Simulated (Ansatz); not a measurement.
## Ca$_{3}$SbP: computed property card

Ca3SbP:
```cif
data_Ca3PSb
_chemical_formula_sum 'Ca3 Sb1 P1'
_space_group_name_H-M_alt 'Pm-3m'
_space_group_IT_number 221
_space_group_name_Hall '-P 4 2 3'
_cell_length_a 5.37277
_cell_length_b 5.37277
_cell_length_c 5.37277
_cell_angle_alpha 90.000
_cell_angle_beta 90.000
_cell_angle_gamma 90.000
loop_
_atom_site_label
_atom_site_type_symbol
_atom_site_symmetry_multiplicity
_atom_site_Wyckoff_symbol
_atom_site_fract_x
_atom_site_fract_y
_atom_site_fract_z
_atom_site_occupancy
Ca1 Ca 3 c 0.00000 0.50000 0.50000 1
Sb1 Sb 1 a 0.00000 0.00000 0.00000 1
P1 P 1 b 0.50000 0.50000 0.50000 1
```

Space group Pm-3m (No. 221), anti-perovskite; conventional cell a = b = c = 5.3728 Å, α = β = γ = 90.00°.

Method: r²SCAN (plane waves, PAW; program Ansatz). The cell and atoms are relaxed at this level. Other levels are named where they apply.

**Cell and energy**

```json
{
  "volume_per_atom": "31.02 Å³",
  "density": "2.92 g/cm³",
  "Formation energy from the elements (no fitted shifts)": "-1170 meV/atom"
}
```

**Electronic structure**

```json
{
  "band_gap": "1.04 eV (direct)",
  "valence_band_maximum": "at Γ",
  "conduction_band_minimum": "at Γ",
  "Electron effective mass, band 1 of 2 at the edge": "0.90 along [100], 0.45 along [110], 0.30 along [111] (mₑ)",
  "Electron effective mass, band 2 of 2 at the edge": "0.18 along [100], 0.22 along [110], 0.30 along [111] (mₑ)",
  "Electron effective mass with spin–orbit coupling, band 1 of 2 at the edge": "0.90 along [100], 0.45 along [110], 0.31 along [111] (mₑ)",
  "Electron effective mass with spin–orbit coupling, band 2 of 2 at the edge": "0.18 along [100], 0.22 along [110], 0.27 along [111] (mₑ)",
  "Hole effective mass, band 1 of 3 at the edge": "0.31 along [100], 0.34 along [110], 0.33 along [111] (mₑ)",
  "Hole effective mass, band 2 of 3 at the edge": "0.31 along [100], 0.31 along [110], 0.33 along [111] (mₑ)",
  "Hole effective mass, band 3 of 3 at the edge": "0.091 along [100], 0.088 along [110], 0.087 along [111] (mₑ)",
  "Hole effective mass with spin–orbit coupling, band 1 of 2 at the edge": "0.28 along [100], 0.28 along [110], 0.29 along [111] (mₑ)",
  "Hole effective mass with spin–orbit coupling, band 2 of 2 at the edge": "0.10 along [100], 0.10 along [110], 0.10 along [111] (mₑ)",
  "HSE06 gap on the r²SCAN cell": "1.24 eV",
  "Gap with spin–orbit coupling": "0.90 eV"
}
```

**Mechanics**

```json
{
 "Bulk modulus (Birch–Murnaghan fit)": "41.4 GPa",
 "Pressure derivative B′": "3.9",
 "Elastic constants (relaxed ions, GPa)": "C11 = 110, C12 = 7.3, C44 = 21.4",
 "mechanical_stability": "stable (all eigenvalues of C positive)",
 "hill_bulk_and_shear_moduli": "41.4 and 30.6 GPa",
 "Young's modulus": "73.7 GPa",
 "Poisson's ratio": "0.20",
 "debye_temperature_from_the_elastic_constants": "339 K"
}
```

**Phonons**

```json
{
 "Highest zone-centre frequency (without LO–TO term)": "371 cm⁻¹",
 "zone_centre_stability": "unstable, softest mode 38i cm⁻¹"
}
```

**Charges**

```json
{
  "bader_charges": "Ca +1.42, Sb -2.10, P -2.16 e"
}
```

The first step of the workflow began from a Materials Project structure, measured or hypothetical; the Crystallography Open Database copy checked does not list it. Whether it is the stable phase at ambient conditions was not checked. The r²SCAN relaxation kept the symmetry of its start; phonons show weakly imaginary modes. The references are the lowest solids computed at this level, not always the standard phases. Scalar-relativistic: spin–orbit coupling is off unless named, which matters more the heavier the elements.

Potentials: the later of the program's two PAW sets.
